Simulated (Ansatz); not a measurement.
ZnGeO₃:
```
CELL_PARAMETERS angstrom
      2.49084     1.43809     4.60991
     -2.49084     1.43809     4.60991
      0.00000    -2.87618     4.60991
ATOMIC_POSITIONS crystal
  Zn 0.36803 0.36803 0.36803
  Zn 0.63197 0.63197 0.63197
  Ge 0.15614 0.15614 0.15614
  Ge 0.84386 0.84386 0.84386
  O  0.78399 0.04627 0.43900
  O  0.21601 0.95373 0.56100
  O  0.04627 0.43900 0.78399
  O  0.95373 0.56100 0.21601
  O  0.43900 0.78399 0.04627
  O  0.56100 0.21601 0.95373
```

Relaxed with PBEsol. Special points in fractions of this cell's reciprocal vectors: Γ (0.000, 0.000, 0.000); T (0.500, 0.500, 0.500); H2 (0.768, 0.232, 0.500); H0 (0.500, -0.232, 0.232); L (0.500, 0.000, 0.000); S0 (0.366, -0.366, 0.000); S2 (0.634, 0.000, 0.366); F (0.500, 0.000, 0.500).

List the band energies nearest the valence-band maximum at these points for the program Ansatz at the PBEsol level (PAW).

In eV from the valence-band maximum; about four levels below and three above (degenerate sets whole), none deeper than 8.9 eV; points with the same levels are listed once.

```csv
k,below,above
Γ,-0.36 -0.36 -0.17 -0.17,2.37 5.99 6.67
T,-0.52 -0.52 -0.26 -0.26,4.94 5.43 6.62
H2,-0.80 -0.63 -0.27 -0.15,5.77 6.13 6.68
L,-0.80 -0.75 -0.32 -0.10,5.66 5.76 6.41
S0,-0.81 -0.46 -0.27 -0.11,5.70 6.16 6.43
F,-0.90 -0.40 -0.26 -0.13,5.88 5.99 7.10
```

Space group R-3. The workflow started from a Materials Project entry (that database holds measured and hypothetical structures alike); the Crystallography Open Database copy checked does not list it. Whether it is the stable phase at ambient conditions was not checked. The PBEsol relaxation kept the symmetry of its start; whether a distortion lowers the energy is not shown. Spin–orbit coupling is left out wherever it is not named.

Potentials: the later of the program's two PAW sets.
